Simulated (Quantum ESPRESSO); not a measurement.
# Nb4Re2AuAg: one composition in several site orders

Computed values, not a measurement. The program is pw.x of Quantum ESPRESSO 7.5 (plane-wave density functional theory). The cell is made up: eight metal atoms on a hexagonal close-packed lattice, with elements, volume, strain and displacements drawn at random and not relaxed, so it may be unstable or far from any real phase. PseudoDojo standard norm-conserving files set the functional (PBE unless stated); there is no spin polarisation or spin-orbit coupling, the Fermi-Dirac width of 0.25 eV means electrons at about 2900 K, and the masses in the input are unused placeholders. Heavy elements are run without spin-orbit coupling, which real alloys of them have. A spin test at this wide smearing found no moment, but such smearing suppresses magnetism that the real alloy may have.

The runs put one composition on the sites in different orders. Cell, positions, cutoff, mesh and smearing stay as in the input of run 1; sites are counted in its order. Stress in the tables is positive in tension.

Input of run 1:

```
&control calculation='scf', pseudo_dir='./dojo.nc.sr.pbe.v0_5.standard.upf', outdir='./o', disk_io='minimal', tprnfor=.true., tstress=.true. /
&system ibrav=0, nat=8, ntyp=4, nbnd=76, ecutwfc=82.02448710, nosym=.true., tot_charge=0,
 occupations='smearing', smearing='fd', degauss=0.0183746611
/
&electrons conv_thr=1.470e-08, electron_maxstep=70, mixing_beta=0.5 /
ATOMIC_SPECIES
Ag 1.0 Ag.upf
Au 1.0 Au.upf
Nb 1.0 Nb.upf
Re 1.0 Re.upf
CELL_PARAMETERS angstrom
-2.8555 -0.0249 0.0035
0.0489 5.086 -4.8165
-0.0374 -5.1735 -4.9077
ATOMIC_POSITIONS angstrom
Nb -0.0001 0.0213 0.0307
Nb -0.0313 1.6723 -2.4451
Re -0.019 0.0142 -4.8493
Nb 0.0095 1.6893 -7.2335
Re -1.4305 -0.8566 -2.3946
Au -1.5426 -2.6256 -4.8691
Nb -1.4222 -0.9165 -7.3013
Ag -1.385 2.5427 -4.7956
K_POINTS automatic
8 4 3 1 1 1
```

```
run  elements on sites 1 to 8  free energy less that of run 1 (eV)  -TS (eV)  pressure (GPa)  stress xx (GPa)  stress yy (GPa)  stress zz (GPa)  stress yz (GPa)  stress xz (GPa)  stress xy (GPa)  iterations
  1   Nb Nb Re Nb Re Au Nb Ag                                0.000    -1.774           -6.85             7.32             4.78             8.46             0.79             0.05             0.66          22
  2   Au Nb Re Nb Ag Nb Nb Re                                0.165    -1.881           -5.91             7.99             3.38             6.36             1.65             0.37            -0.42          20
  3   Re Nb Au Nb Nb Nb Ag Re                                0.003    -1.802           -5.69             8.19             3.88             5.00             2.03            -0.12             0.73          22
  4   Ag Re Nb Nb Nb Nb Re Au                                0.064    -1.687           -6.19             8.04             6.82             3.72             1.42            -0.20            -0.15          21
  5   Nb Nb Ag Re Nb Nb Au Re                                0.230    -1.838           -5.05             7.53             2.16             5.46             1.25            -0.16             0.58          20
  6   Nb Ag Re Re Nb Nb Nb Au                                0.295    -1.870           -5.88             8.41             3.26             5.97            -0.52            -0.25            -0.01          22
```

Forces Fx Fy Fz (eV/Å):

| site | run 1 | run 2 | run 3 | run 4 | run 5 | run 6 |
| --- | --- | --- | --- | --- | --- | --- |
| 1 | -0.06 -0.15 -0.96 | -0.13 -0.33 0.01 | -0.04 -0.60 0.00 | -0.10 -0.05 0.16 | -0.04 -0.52 1.16 | -0.17 -0.16 0.26 |
| 2 | 0.13 -0.96 -0.10 | -0.05 0.06 -1.03 | 0.14 0.20 -0.36 | 0.21 0.55 0.19 | 0.11 0.75 -0.73 | 0.11 0.26 0.16 |
| 3 | -0.07 -0.27 0.69 | -0.05 0.78 -0.13 | 0.02 -0.23 0.13 | 0.02 0.41 -0.44 | 0.01 -0.04 -0.22 | 0.15 -0.41 -0.75 |
| 4 | 0.04 0.40 0.57 | 0.14 -0.31 1.00 | -0.04 -0.28 0.51 | 0.14 -1.32 0.09 | -0.04 0.37 0.48 | 0.16 -0.48 0.42 |
| 5 | -0.06 0.31 -0.96 | -0.06 -0.13 -0.26 | 0.09 -0.23 0.45 | 0.07 0.89 0.35 | 0.12 -1.46 -0.39 | 0.09 -0.82 -0.79 |
| 6 | 0.26 0.59 0.05 | -0.05 0.95 0.22 | -0.01 -0.26 -0.25 | -0.09 0.17 -1.35 | -0.01 0.33 0.89 | -0.24 1.07 0.44 |
| 7 | -0.07 0.34 1.06 | 0.20 -0.09 0.00 | -0.04 0.01 -0.13 | -0.01 -0.74 0.83 | -0.05 0.22 0.10 | 0.03 0.90 0.80 |
| 8 | -0.17 -0.26 -0.36 | 0.01 -0.93 0.19 | -0.13 1.39 -0.35 | -0.24 0.09 0.16 | -0.10 0.34 -1.29 | -0.14 -0.36 -0.54 |

The sites are displaced and not relaxed, so the energy differences mix bonding between neighbours with strain and are not ordering energies. A rerun of one cell of this series at a higher cutoff and on a denser mesh moved values by no more than 0.003 eV in energy, 0.17 GPa in stress and 0.010 eV/Å in force, and a second program with other atomic files agreed on that cell to 2 % rms in force and 0.5 GPa in pressure.